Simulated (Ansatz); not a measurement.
**O on a S site in MgS**

The calculation used Ansatz 0.2.0, DFT PBE, scalar-relativistic, plane waves, PAW. (420 eV cutoff, 2×2×2 k-mesh, shifted by half a step, Gaussian smearing of 0.01 eV, collinear spin in charge +1, -1 alone)

Host crystal, relaxed:

```
Mg S
1.0
     0.00000    2.61488    2.61488
     2.61488    0.00000    2.61488
     2.61488    2.61488    0.00000
Mg S
1 1
Direct
  0.00000 0.00000 0.00000
  0.50000 0.50000 0.50000
```

Supercell of 32 atoms, rows in host cell vectors: -1 -1 3; -1 -1 -1; 3 -1 -1. Atoms relax at the host's cell, keeping the symmetry that the supercell leaves at the site. The cell is small, so energies carry finite-size errors of tenths of an eV. The host's Kohn–Sham gap is 2.76 eV.

Starting moments were lost in some runs.

Defect: O on a S site, charge -1.

Command:

```bash
ansatz run input.yaml --threads 4 --pin off --max-ram 6144MiB --backend cpu --events-out ev --progress --plain --runs-dir out
```

The input:

```yaml
crystal:
  lattice:
    - [5.2297549267, 5.2297549267, -5.2297549267]
    - [-5.2297549267, -5.2297549267, -5.2297549267]
    - [-5.2297549267, 5.2297549267, 5.2297549267]
  atoms:
    - { symbol: Mg, position: [0.25, 0.0202869275, 0.7702869275], spin: 0.143 }
    - { symbol: Mg, position: [0.5, 0.75, 0.75] }
    - { symbol: Mg, position: [0.75, 0.5, 0.75] }
    - { symbol: Mg, position: [0.75, 0.0, 0.25] }
    - { symbol: Mg, position: [0.0202869275, 1.0202869275, 0.0], spin: 0.143 }
    - { symbol: Mg, position: [0.25, 0.75, 0.0] }
    - { symbol: Mg, position: [0.4797130725, 0.4797130725, 0.0], spin: 0.143 }
    - { symbol: Mg, position: [0.75, 0.25, 0.0] }
    - { symbol: Mg, position: [0.0202869275, 0.25, 0.7702869275], spin: 0.143 }
    - { symbol: Mg, position: [0.5, 0.0, 0.5] }
    - { symbol: Mg, position: [0.75, 0.75, 0.5] }
    - { symbol: Mg, position: [0.0, 0.75, 0.25] }
    - { symbol: Mg, position: [0.25, 0.4797130725, 0.2297130725], spin: 0.143 }
    - { symbol: Mg, position: [0.4797130725, 0.25, 0.2297130725], spin: 0.143 }
    - { symbol: Mg, position: [0.0, 0.5, 0.5] }
    - { symbol: Mg, position: [0.25, 0.25, 0.5] }
    - { symbol: O, position: [0.25, 0.25, 0.0], spin: 0.143 }
    - { symbol: S, position: [0.4972398324, 0.0027601676, 0.0] }
    - { symbol: S, position: [0.75, 0.75, 0.0] }
    - { symbol: S, position: [0.75, 0.25, 0.5] }
    - { symbol: S, position: [0.0027601676, 0.25, 0.2472398324] }
    - { symbol: S, position: [0.25, 0.0027601676, 0.2472398324] }
    - { symbol: S, position: [0.4972398324, 0.7444796647, 0.2472398324] }
    - { symbol: S, position: [0.7444796647, 0.4972398324, 0.2472398324] }
    - { symbol: S, position: [0.0027601676, 0.4972398324, 0.0] }
    - { symbol: S, position: [0.4972398324, 0.25, 0.7527601676] }
    - { symbol: S, position: [0.7555203353, 0.0027601676, 0.7527601676] }
    - { symbol: S, position: [0.0027601676, 0.0027601676, 0.5055203353] }
    - { symbol: S, position: [0.25, 0.75, 0.5] }
    - { symbol: S, position: [0.4972398324, 0.4972398324, 0.4944796647] }
    - { symbol: S, position: [0.0027601676, 0.7555203353, 0.7527601676] }
    - { symbol: S, position: [0.25, 0.4972398324, 0.7527601676] }
  host:
    lattice:
      - [0.0, 2.6148774633, 2.6148774633]
      - [2.6148774633, 0.0, 2.6148774633]
      - [2.6148774633, 2.6148774633, 0.0]
    atoms:
      - { symbol: Mg, position: [0.0, 0.0, 0.0] }
      - { symbol: S, position: [0.5, 0.5, 0.5] }
total_charge: -1
basis:
  ecutwfc: 420
  xc_grid: 2
kpoints:
  mp_grid: { grid: [2, 2, 2], shift: [0.5, 0.5, 0.5] }
hamiltonian:
  xc: pbe
scf:
  occupations: { method: gaussian, width: 0.01 }
output:
  forces: true
  stress: false
  eigenvalues: true
  populations: true
  charged_corrections:
    defect_position: [0.25, 0.25, 0.0]
    epsilon: [[16.3551, 0.0, 0.0], [0.0, 16.3551, 0.0], [0.0, 0.0, 16.3551]]
magnetization:
  spin_polarized: true
relax:
  adjacent_minimum: "off"
  f_tol: 0.025
  max_steps: 45
```

From the output:

```
Warning: RAYON_NUM_THREADS=4 ignored (pool sized by the plan → 4); use --threads N
Crystal: 32 atoms, lattice volume = 572.142 Å³
Basis set: ecut = 420 eV, 11057 PW (Γ), exchange–correlation on 128×128×128 points (8 copies of the dense FFT grid, shifted against one another)
Bands: 162, of which v1, the nominal top of the filled ones, is band 129 counted from 1 (128 counted from 0)
Symmetry: 48 space group operations
Space group: Im-3m (ITA 229), of the structure as read, at distance tolerance 8.3e-5 Å
k-points: 2 of 8
relax step   1: F+E_penalty+E_count = -44914.57884648 eV  Δ(F+E_penalty+E_count) = +0.000e0 eV  max|allowed force component| = 1.127e-1 eV/Å  Δτ_max = 0.0000 Å
relax step   2: F+E_penalty+E_count = -44914.58970065 eV  Δ(F+E_penalty+E_count) = -1.085e-2 eV  max|allowed force component| = 2.217e-2 eV/Å  Δτ_max = 0.0158 Å
relax step   3: F+E_penalty+E_count = -44914.58970065 eV  Δ(F+E_penalty+E_count) = -1.455e-11 eV  max|allowed force component| = 2.216e-2 eV/Å  Δτ_max = 0.0000 Å
SCF converged after 2 iterations
Free energy (F): -44914.589701 eV
E sigma→0 (E₀):  -44914.588737 eV
Fermi energy:    9.289720 eV
```

The relaxation gained 0.01 eV in 3 steps. The run took roughly 50 core-seconds.